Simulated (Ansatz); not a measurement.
IrC:
```
CELL_PARAMETERS angstrom
      3.01568     0.00000     0.00000
     -1.50784     2.61165     0.00000
      0.00000     0.00000     2.64341
ATOMIC_POSITIONS crystal
  Ir 0.00000 0.00000 0.00000
  C  0.33333 0.66667 0.50000
```

Relaxed with PBEsol. Special points in fractions of this cell's reciprocal vectors: Γ (0.000, 0.000, 0.000); M (0.500, 0.000, 0.000); K (0.333, 0.333, 0.000); A (0.000, 0.000, 0.500); L (0.500, 0.000, 0.500); H (0.333, 0.333, 0.500).

Q: List the band energies nearest the Fermi level at these points for the program Ansatz at the PBEsol level (PAW).

A: In eV from the Fermi level; about four levels below and three above (degenerate sets whole), none deeper than 8.9 eV; … stands for higher levels left out; points with the same levels are listed once.

```csv
k,below,above
Γ,-6.42 -6.42 -1.53 -1.53 -0.48,2.84 2.84 …
M,-3.45 -1.93 -0.67 -0.47,4.01 …
K,-2.82 -2.66 -2.62 -0.51,4.94 …
A,-5.86 -5.86 -3.92 -3.92,0.94 1.52 1.52
L,-7.47 -6.07 -2.09 -1.06,0.09 2.43 5.00
H,-7.78 -3.78 -3.50 -0.49,1.20 2.43 5.64
```

Space group P-6m2. The start of the workflow was typed in or built on a structure type; neither database checked (COD, Materials Project) lists it. Its standing as an ambient phase is unchecked. The cell was relaxed with PBEsol under the symmetry of its start. At this level the phase is dynamically unstable (imaginary phonons). No spin polarisation was allowed. Its formation energy is positive at this level, so the cell may be metastable or incomplete. Scalar-relativistic: spin–orbit coupling is off unless named, which matters more the heavier the elements.

Potentials: the earlier of the program's two PAW sets. The files were generated under PBE; for other functionals the program regenerates the frozen cores, and for LDA and PBEsol the local potential too.
